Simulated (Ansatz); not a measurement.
Where the states of NbAs lie

```cif
data_structure
_symmetry_space_group_name_H-M 'P 1'
_symmetry_Int_Tables_number 1
_cell_length_a 6.3295
_cell_length_b 6.3295
_cell_length_c 6.3295
_cell_angle_alpha 148.354
_cell_angle_beta 148.354
_cell_angle_gamma 45.363
_cell_volume 69.58
loop_
_atom_site_label
_atom_site_type_symbol
_atom_site_fract_x
_atom_site_fract_y
_atom_site_fract_z
_atom_site_occupancy
Nb1 Nb 0.75000 0.75000 0.00000 1
Nb2 Nb 0.50000 0.00000 0.50000 1
As1 As 0.16600 0.16600 0.00000 1
As2 As 0.91600 0.41600 0.50000 1
```

The runs use the primitive cell with vectors (-1.726, 1.726, 5.840), (1.726, -1.726, 5.840), (1.726, 1.726, -5.840) Å, to which the k mesh refers.

The geometry is COD entry 1537320, unchecked; take it as a test cell.

Computed with Ansatz 0.2.0, DFT, LDA, all-electron LAPW, scalar-relativistic.

Numerical set-up: a Γ-centred 15×15×15 k mesh, Fermi–Dirac smearing of 0.08 eV, basis error target 0.5 meV/atom, no spin polarisation.

States per eV and cell, averaged over 0.6 eV, from -13.0 to 5.4 eV, with energies (bin centres) from the Fermi level; empty bins are left out. The partial columns, the largest 5 alone, are projections on Löwdin-orthogonalised atomic shells (those that the program's projection atoms carry: the occupied ones and, for some elements, an empty d or f shell; other empty shells have no column), summed over atoms of an element. Weights on diffuse s and p shells depend on that basis and aren't pure angular character.

| E (eV) | total | Nb 4d | As 4p | As 4s | Nb 5s | Nb 4p |
| --- | --- | --- | --- | --- | --- | --- |
| -12.8 | 0.37 | 0.01 | 0.01 | 0.19 | 0.16 | 0.00 |
| -12.2 | 0.77 | 0.04 | 0.03 | 0.45 | 0.23 | 0.01 |
| -11.6 | 1.66 | 0.17 | 0.07 | 1.14 | 0.23 | 0.03 |
| -11.0 | 3.85 | 0.80 | 0.08 | 2.80 | 0.11 | 0.05 |
| -6.2 | 0.47 | 0.10 | 0.28 | 0.01 | 0.06 | 0.00 |
| -5.6 | 1.85 | 0.54 | 1.06 | 0.04 | 0.15 | 0.02 |
| -5.0 | 2.98 | 1.04 | 1.67 | 0.05 | 0.15 | 0.03 |
| -4.4 | 1.65 | 0.55 | 0.96 | 0.05 | 0.05 | 0.02 |
| -3.8 | 2.79 | 1.01 | 1.57 | 0.06 | 0.09 | 0.03 |
| -3.2 | 3.02 | 1.32 | 1.56 | 0.04 | 0.05 | 0.03 |
| -2.6 | 4.15 | 1.88 | 2.12 | 0.02 | 0.06 | 0.03 |
| -2.0 | 2.82 | 1.61 | 1.12 | 0.01 | 0.04 | 0.01 |
| -1.4 | 2.10 | 1.62 | 0.36 | 0.01 | 0.05 | 0.01 |
| -0.8 | 3.91 | 3.20 | 0.42 | 0.03 | 0.13 | 0.01 |
| -0.2 | 0.94 | 0.75 | 0.14 | 0.01 | 0.01 | 0.00 |
| 0.4 | 1.66 | 1.45 | 0.16 | 0.01 | 0.01 | 0.00 |
| 1.0 | 2.55 | 2.23 | 0.21 | 0.03 | 0.02 | 0.00 |
| 1.6 | 2.85 | 2.36 | 0.30 | 0.08 | 0.04 | 0.00 |
| 2.2 | 3.66 | 2.86 | 0.45 | 0.17 | 0.08 | 0.00 |
| 2.8 | 4.26 | 2.88 | 0.78 | 0.34 | 0.11 | 0.01 |
| 3.4 | 3.57 | 2.01 | 0.88 | 0.39 | 0.12 | 0.01 |
| 4.0 | 2.47 | 1.22 | 0.81 | 0.16 | 0.13 | 0.00 |
| 4.6 | 2.31 | 1.04 | 0.99 | 0.06 | 0.07 | 0.00 |
| 5.2 | 1.65 | 0.62 | 0.64 | 0.03 | 0.21 | 0.00 |

Task: Which of the resolved shells contributes most within 0.3 eV of the Fermi level?

Result: Nb 4d, with 87 % of all states there; As 4p follows with 10 %.

Task: Where is the centre of the filled Nb 4d states between -14 eV and the top of the filled states?

Result: -3.00 eV from the Fermi level.
